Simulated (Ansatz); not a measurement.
Nb4AlC3 in space group P6_3/mmc (No. 194; Pearson symbol hP16) under volume change, plane-wave PAW r²SCAN (Ansatz code), shape and atoms relaxed at each volume.

```csv
V (Å³/atom),E − E(relaxed) (meV/atom),P (GPa)
11.806,87.4,26.07
12.196,36.7,15.96
12.585,8.7,7.34
12.974,0.0,0.01
13.363,7.8,-6.22
13.753,29.4,-11.48
14.142,62.8,-15.87
```

Q: What does a third-order Birch–Murnaghan fit give for V₀, B₀ and B′?

A: V₀ = 12.97 Å³/atom, B₀ = 224 GPa, B′ = 4.5.

The first step of the workflow began from a Materials Project structure, measured or hypothetical; the Crystallography Open Database copy checked does not list it. Its standing as an ambient phase is unchecked. Symmetry was held in the r²SCAN relaxation; whether a distortion lowers the energy is not shown. The run is not spin-polarised.

Potentials: the later of the program's two PAW sets.
